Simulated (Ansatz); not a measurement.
CaHI:
```yaml
crystal:
  lattice:
    - [4.00420, 0.00000, 0.00000]
    - [0.00000, 4.00420, 0.00000]
    - [0.00000, 0.00000, 8.92481]
  atoms:
    - { symbol: Ca, position: [0.00000, 0.50000, 0.13605] }
    - { symbol: Ca, position: [0.50000, 0.00000, 0.86395] }
    - { symbol: H, position: [0.50000, 0.50000, 0.00000] }
    - { symbol: H, position: [0.00000, 0.00000, 0.00000] }
    - { symbol: I, position: [0.00000, 0.50000, 0.68682] }
    - { symbol: I, position: [0.50000, 0.00000, 0.31318] }
```

Relaxed with r²SCAN+D4. Special points in fractions of this cell's reciprocal vectors: Γ (0.000, 0.000, 0.000); X (0.000, 0.500, 0.000); M (0.500, 0.500, 0.000); Z (0.000, 0.000, 0.500); R (0.000, 0.500, 0.500); A (0.500, 0.500, 0.500).

**Question.** List the band energies nearest the valence-band maximum at these points for r²SCAN+D4 with spin–orbit coupling (plane waves, PAW; program Ansatz).

**Answer.** In eV from the valence-band maximum; about four levels below and three above (degenerate sets whole), none deeper than 8.9 eV; points with the same levels are listed once.

```json
[
 {"k": "Γ", "below": "-0.53 -0.53 -0.29 -0.29", "above": "3.83 3.83 4.20 4.20"},
 {"k": "X", "below": "-0.39 -0.39 -0.39 -0.39", "above": "4.12 4.12 4.12 4.12"},
 {"k": "M", "below": "-1.46 -1.46 -1.46 -1.46", "above": "3.56 3.56 3.56 3.56"},
 {"k": "Z", "below": "-0.26 -0.26 0.00 0.00", "above": "3.78 3.78 4.34 4.34"},
 {"k": "R", "below": "-0.46 -0.46 -0.46 -0.46", "above": "4.49 4.49 4.49 4.49"},
 {"k": "A", "below": "-1.47 -1.47 -1.47 -1.47", "above": "4.24 4.24 4.24 4.24"}
]
```

Space group P4/nmm. The workflow started from a Materials Project entry (that database holds measured and hypothetical structures alike); the Crystallography Open Database files this formula in space group No. 129, but the cells were not matched. Whether it is the stable phase at ambient conditions was not checked. The cell was relaxed with r²SCAN+D4 under the symmetry of its start; its stability against distortions is not shown here.

Potentials: the later of the program's two PAW sets.
